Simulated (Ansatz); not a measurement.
## Data sheet: TaS2 (DFT)

TaS2:
```
CELL_PARAMETERS angstrom
      5.98938     0.00000     0.00000
      0.00000     5.90320     0.00000
      0.00000     0.00000     5.91365
ATOMIC_POSITIONS crystal
  Ta 0.06618 0.27863 0.24410
  Ta 0.93382 0.72137 0.74410
  Ta 0.43382 0.27863 0.74410
  Ta 0.56618 0.72137 0.24410
  S  0.38666 0.07775 0.37574
  S  0.61334 0.92225 0.87574
  S  0.11334 0.07775 0.87574
  S  0.88666 0.92225 0.37574
  S  0.76110 0.43064 0.49316
  S  0.23890 0.56936 0.99316
  S  0.73890 0.43064 0.99316
  S  0.26110 0.56936 0.49316
```

Space group Pca2_1 (No. 29); conventional cell a = 5.9894 Å, b = 5.9032 Å, c = 5.9136 Å, α = β = γ = 90.00°.

Method: DFT-PBEsol in the program Ansatz with PAW potentials. Structure relaxed to zero pressure with the same functional. Other levels are named where they apply.

### Cell and energy

```json
{
  "volume_per_atom": "17.42 Å³",
  "density": "7.79 g/cm³",
  "Formation energy from the elements (no fitted shifts)": "-0.82 eV/atom"
}
```

### Electronic structure

```json
{
 "electronic_character": "metallic (no gap)",
 "Density of states at the Fermi level": "0.93 states/eV per atom (mean over ±0.08 eV)"
}
```

### Mechanics

```json
{
 "Bulk modulus (Birch–Murnaghan fit)": "125 GPa",
 "Pressure derivative B′": "4.1"
}
```

The start of the workflow was typed in or built on a structure type; neither database checked (COD, Materials Project) lists it. COD files the formula under space group No. 42, 164, 166, 194. Its standing as an ambient phase is unchecked. Symmetry was held in the PBEsol relaxation; its stability against distortions is not shown here. No spin polarisation was allowed. The references are the lowest solids computed at this level, not always the standard phases. Spin–orbit coupling is left out wherever it is not named.

Potentials: the earlier of the program's two PAW sets. The files were generated under PBE; for other functionals the program regenerates the frozen cores, and for LDA and PBEsol the local potential too.
